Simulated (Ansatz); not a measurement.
# Computed frozen-phonon scan: GaP (zinc blende)

GaP (zinc blende)

```
CELL_PARAMETERS angstrom
      0.00000     5.50603     5.50603
      2.75302     2.75302     5.50603
      2.75302     2.75302     0.00000
ATOMIC_POSITIONS crystal
  P  0.00000 0.75000 0.75000
  P  0.50000 0.75000 0.75000
  Ga 0.00000 0.00000 0.00000
  Ga 0.50000 0.00000 0.00000
```

The atoms are displaced by Q × the pattern below (from a DFPT mode at X = (0.5, 0.5, 0.0), largest move 1; Q in Å), at fixed cell. (q is in reciprocal vectors of the primitive cell; the cell shown is doubled to hold the pattern.)

```csv
atom,x,y,z
Ga3,0.000,0.000,1.000
Ga4,0.000,0.000,-1.000
```

Atoms not listed stay in place.

Computed with PBE (plane waves to 420 eV, PAW, scalar-relativistic; Ansatz, a first-principles code). k mesh 10×10×10 (Γ-centred), Fermi-Dirac smearing 0.05 eV. The energy includes the smearing's −TS. Compression counts positive. GaP was relaxed with its symmetry unable to fall. The zero of ΔE is the undisplaced structure.

```csv
Q (Å),ΔE (meV/cell),P (GPa),−dE/dQ from forces (eV/Å)
-0.180,478,1.20,5.253
-0.150,333,0.84,4.407
-0.120,214,0.54,3.545
-0.090,120,0.31,2.670
-0.060,54,0.14,1.785
-0.030,13,0.04,0.894
0.000,0,0.01,0.000
0.030,13,0.04,-0.894
0.060,54,0.14,-1.785
0.090,120,0.31,-2.670
0.120,214,0.54,-3.545
0.150,333,0.84,-4.407
0.180,478,1.20,-5.253
```

Derived quantities:

Energy at Q = 0.180 Å: 478 meV/cell
Space group of the distorted cell: P-4m2 (No. 115), lowered from F-43m
Symmetry of the curve: even: the same for both signs
Shape of the curve: a single well with its minimum at or next to zero displacement
Harmonic wavenumber from the curvature (finite differences): 241 cm⁻¹
Wavenumber by perturbation theory (DFPT, on another k mesh): 241 cm⁻¹

The 13 points together took roughly 5 core-minutes.

(A displaced cell: forces are minus the slopes of the energy, force constants its curvatures, and phonons follow from these.)
